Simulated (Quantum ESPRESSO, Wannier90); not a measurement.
# SiO2 (P3₁21): Wannier90 run

```
begin unit_cell_cart
ang
    4.9149700525    0.0000000000    0.0000000000
   -2.4574850262    4.2564889243    0.0000000000
    0.0000000000    0.0000000000    5.4313000000
end unit_cell_cart
begin atoms_frac
Si  -0.4689100000 -0.4689100000  0.0000000000
Si   0.4689100000  0.0000000000  0.3333333333
Si  -0.0000000000  0.4689100000 -0.3333333333
O    0.2692200000  0.4133900000 -0.2151100000
O   -0.4133900000 -0.1441700000  0.1182233333
O    0.1441700000 -0.2692200000  0.4515566667
O    0.4133900000  0.2692200000  0.2151100000
O   -0.1441700000 -0.4133900000 -0.1182233333
O   -0.2692200000  0.1441700000 -0.4515566667
end atoms_frac
```

Structure: Materials Project mp-7000, symmetrised, not relaxed again. COD (Crystallography Open Database) has the formula in 34 space groups, this one among them (matched by group alone). Computed values, not measurements, from PBEsol: Quantum ESPRESSO (norm-conserving PseudoDojo potentials, cutoff 68 Ry, no spin polarisation, no spin-orbit coupling) on a Γ-centred 6×6×4 mesh, then Wannier90. Density: 12×12×6 mesh, cold smearing 0.01 Ry.

Bands 13-24 form an isolated set from -3.29 to 0.00 eV relative to the valence-band maximum (on the path) and are turned into 12 Wannier functions by minimising the spread from the start: SCDM (isolated).

Centres (Cartesian, Å; one of the equivalent choices) and spreads:

```
n        x       y       z  spread (Å²)  nearest atom
--  ------  ------  ------  -----------  ------------
1    1.442  -1.107   2.495        1.337            O6
2    0.238   1.802  -1.126        1.337            O4
3   -1.679  -0.695   0.684        1.337            O5
4   -1.679   0.695  -2.495        1.336            O9
5    0.238  -1.801  -0.685        1.336            O8
6    1.441   1.106   1.126        1.336            O7
7    1.422   1.153   1.130        1.216            O7
8    0.288  -1.808  -0.680        1.216            O8
9   -1.710   0.655  -2.490        1.216            O9
10  -1.709  -0.655   0.680        1.215            O5
11   1.422  -1.153   2.491        1.215            O6
12   0.288   1.808  -1.130        1.215            O4
```

Ω_I = 15.07 Å², Ω_total = 15.31 Å²; the interpolated bands follow pw.x to 0.2 meV rms on the path. Only this start was tried; a symmetric start can stop on a saddle, and mixtures of these functions could lower the total by at most Ω_total − Ω_I.
